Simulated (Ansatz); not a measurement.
## Zincblende alloy of AlAs and GaP (24 of 32 Al sites, 24 of 32 As sites exchanged), 64 atoms

These are results of DFT, PBEsol, PAW, plane waves in Ansatz, not measurements.

Command:

```sh
ansatz run in.yaml --threads 4 --pin off --max-ram 42750MiB --runs-dir r --events-out ev --progress --plain --backend cuda --devices 0, --max-vram 37GiB
```

The input less its lattice and atoms:

```yaml
crystal:
  symmetry: { detect: false }
kpoints:
  mp_grid: { grid: [1, 1, 1], shift: [0.25, 0.25, 0.25] }
hamiltonian:
  xc: pbesol
scf:
  occupations: { method: fermi_dirac, width: 0.01 }
relax:
  f_tol: 0.03
  max_steps: 80
  escape_saddle: false
  adjacent_minimum: "off"
  cell: { fix: [shape] }
output:
  forces: true
  eigenvalues: true
  populations: true
```

Start:

```
Ga Al P As
1.0
    10.99478    0.00000    0.00000
     0.00000   10.99478    0.00000
     0.00000    0.00000   10.99478
Ga Al P As
24 8 24 8
Direct
  0.99859 0.00336 0.99888
  0.99756 0.50133 0.00213
  0.49833 0.99881 0.00128
  0.49722 0.49884 0.99519
  0.25166 0.25211 0.50196
  0.24842 0.75036 0.50172
  0.74940 0.25089 0.50313
  0.75011 0.74920 0.49944
  0.25161 0.00322 0.24788
  0.24886 0.99924 0.74733
  0.24799 0.50055 0.24913
  0.24849 0.49999 0.75170
  0.74973 0.00002 0.24983
  0.75264 0.99720 0.75167
  0.75099 0.49790 0.24892
  0.75166 0.50272 0.74799
  0.99689 0.24992 0.25021
  0.99820 0.25050 0.75194
  0.00075 0.74983 0.24659
  0.99728 0.74998 0.74848
  0.50168 0.25183 0.25198
  0.50087 0.25151 0.75050
  0.49996 0.74741 0.24778
  0.50204 0.74782 0.75126
  0.00053 0.99829 0.49964
  0.00449 0.49912 0.49860
  0.50104 0.00123 0.49933
  0.49818 0.50000 0.49966
  0.25290 0.24897 0.99902
  0.25155 0.74893 0.00102
  0.74951 0.24839 0.00165
  0.74838 0.74878 0.00099
  0.12383 0.12426 0.12653
  0.12272 0.12434 0.62673
  0.12713 0.62698 0.12642
  0.12397 0.62320 0.62571
  0.62599 0.12547 0.12672
  0.62431 0.12149 0.62331
  0.62405 0.62348 0.12505
  0.62467 0.62296 0.62414
  0.37198 0.37562 0.12167
  0.37847 0.37425 0.62527
  0.37766 0.87679 0.12447
  0.87819 0.37462 0.12305
  0.87248 0.37270 0.62737
  0.87683 0.87516 0.12709
  0.87480 0.87490 0.62411
  0.37407 0.12333 0.37440
  0.38081 0.12660 0.87354
  0.37745 0.62680 0.37648
  0.37600 0.62367 0.87252
  0.87146 0.12603 0.37713
  0.87547 0.12464 0.87457
  0.87455 0.62702 0.37409
  0.87163 0.62701 0.87368
  0.12763 0.87560 0.37432
  0.37434 0.87227 0.62315
  0.12393 0.37481 0.37385
  0.12427 0.37548 0.87257
  0.12321 0.87596 0.87387
  0.62595 0.37625 0.37567
  0.62358 0.37313 0.87599
  0.62892 0.87326 0.37214
  0.62562 0.87589 0.87361
```

Steps:

| step | energy less the first (eV) | largest force component (eV/Å) | pressure (GPa) |
| --- | --- | --- | --- |
| start | 0.000 | 1.188 | 0.31 |
| 1 | -0.720 | 0.238 | 0.00 |
| 2 | -0.768 | 0.014 | -0.01 |
| 3 | -0.769 | 0.014 | -0.01 |

A structure on the way, about -0.77 eV from the start:

```
Ga Al P As
1.0
    11.00043    0.00000    0.00000
     0.00000   11.00043    0.00000
     0.00000    0.00000   11.00043
Ga Al P As
24 8 24 8
Direct
  0.99736 0.00187 0.00247
  0.99822 0.50234 0.00252
  0.49718 0.00194 0.00280
  0.49799 0.50117 0.00234
  0.25213 0.24769 0.50218
  0.24536 0.74759 0.49575
  0.75310 0.24783 0.50190
  0.75229 0.74780 0.50229
  0.24893 0.99895 0.25074
  0.24946 0.00537 0.75066
  0.25225 0.50172 0.24712
  0.25230 0.50254 0.74707
  0.75281 0.00242 0.24737
  0.75339 0.00198 0.74712
  0.75265 0.50300 0.24781
  0.75324 0.50164 0.74783
  0.99792 0.24794 0.24767
  0.99799 0.24798 0.74713
  0.00063 0.75137 0.25005
  0.99809 0.74795 0.74757
  0.49774 0.24824 0.24717
  0.49843 0.24817 0.74768
  0.49769 0.74801 0.24762
  0.50139 0.74483 0.75055
  0.00063 0.99862 0.49852
  0.99679 0.50170 0.50153
  0.50062 0.00568 0.49854
  0.49673 0.50241 0.50184
  0.25185 0.24683 0.00311
  0.25234 0.74703 0.00215
  0.75218 0.24708 0.00194
  0.75286 0.74723 0.00297
  0.12416 0.12343 0.12610
  0.12412 0.12470 0.62363
  0.12460 0.62538 0.12597
  0.12393 0.62468 0.62370
  0.62454 0.12452 0.12504
  0.62641 0.12577 0.62478
  0.62425 0.62452 0.12505
  0.62628 0.62362 0.62459
  0.37484 0.37496 0.12445
  0.37462 0.37434 0.62497
  0.37379 0.87501 0.12563
  0.87490 0.37515 0.12469
  0.87498 0.37439 0.62488
  0.87572 0.87515 0.12549
  0.87583 0.87436 0.62404
  0.37365 0.12551 0.37326
  0.37577 0.12567 0.87560
  0.37349 0.62538 0.37368
  0.37559 0.62368 0.87543
  0.87580 0.12453 0.37464
  0.87579 0.12480 0.87452
  0.87578 0.62664 0.37438
  0.87565 0.62469 0.87482
  0.12438 0.87467 0.37359
  0.37405 0.87422 0.62376
  0.12525 0.37490 0.37476
  0.12527 0.37501 0.87497
  0.12434 0.87496 0.87588
  0.62530 0.37515 0.37493
  0.62546 0.37509 0.87490
  0.62617 0.87475 0.37392
  0.62622 0.87568 0.87603
```

End:

```xyz
64
Lattice="11.0004 0.0000 0.0000 0.0000 11.0004 0.0000 0.0000 0.0000 11.0004" Properties=species:S:1:pos:R:3 pbc="T T T"
Ga   10.9714    0.0206    0.0271
Ga   10.9808    5.5260    0.0277
Ga    5.4692    0.0214    0.0307
Ga    5.4781    5.5131    0.0258
Ga    2.7735    2.7247    5.5242
Ga    2.6991    8.2238    5.4535
Ga    8.2844    2.7262    5.5211
Ga    8.2755    8.2261    5.5254
Ga    2.7383   10.9889    2.7582
Ga    2.7442    0.0591    8.2576
Ga    2.7749    5.5191    2.7184
Ga    2.7754    5.5281    8.2181
Ga    8.2812    0.0266    2.7212
Ga    8.2876    0.0218    8.2186
Ga    8.2795    5.5332    2.7260
Ga    8.2860    5.5183    8.2264
Ga   10.9775    2.7275    2.7245
Ga   10.9783    2.7279    8.2186
Ga    0.0069    8.2654    2.7507
Ga   10.9794    8.2278    8.2236
Ga    5.4754    2.7308    2.7191
Ga    5.4829    2.7300    8.2248
Ga    5.4748    8.2284    2.7239
Ga    5.5155    8.1934    8.2564
Al    0.0069   10.9852    5.4839
Al   10.9651    5.5189    5.5170
Al    5.5070    0.0625    5.4842
Al    5.4642    5.5267    5.5204
Al    2.7705    2.7152    0.0342
Al    2.7758    8.2177    0.0236
Al    8.2743    2.7180    0.0213
Al    8.2818    8.2199    0.0327
P     1.3658    1.3578    1.3872
P     1.3654    1.3717    6.8602
P     1.3707    6.8794    1.3857
P     1.3633    6.8717    6.8610
P     6.8702    1.3698    1.3755
P     6.8908    1.3835    6.8729
P     6.8670    6.8700    1.3756
P     6.8893    6.8601    6.8709
P     4.1234    4.1247    1.3690
P     4.1210    4.1179    6.8749
P     4.1119    9.6255    1.3820
P     9.6243    4.1268    1.3716
P     9.6252    4.1185    6.8739
P     9.6333    9.6270    1.3804
P     9.6345    9.6183    6.8647
P     4.1103    1.3807    4.1060
P     4.1336    1.3824    9.6320
P     4.1086    6.8794    4.1106
P     4.1317    6.8607    9.6301
P     9.6342    1.3699    4.1212
P     9.6342    1.3730    9.6201
P     9.6339    6.8933    4.1184
P     9.6325    6.8719    9.6234
P     1.3682    9.6217    4.1097
As    4.1147    9.6168    6.8616
As    1.3778    4.1241    4.1225
As    1.3779    4.1253    9.6250
As    1.3678    9.6249    9.6351
As    6.8786    4.1268    4.1244
As    6.8803    4.1261    9.6243
As    6.8881    9.6226    4.1133
As    6.8887    9.6328    9.6367
```

Self-consistency was reached.

Time: 13 s of wall time on one NVIDIA H100 with 4 processor threads, on a host shared with other runs; peak host memory 1.6 GiB.

**Question.** How much energy did the relaxation gain, and which atom moved most?

**Answer.** 0.77 eV in 3 steps, from a start with small random displacements; atom 26 (Al) moved 0.09 Å, the median atom 0.04 Å (drift of the whole cell removed).
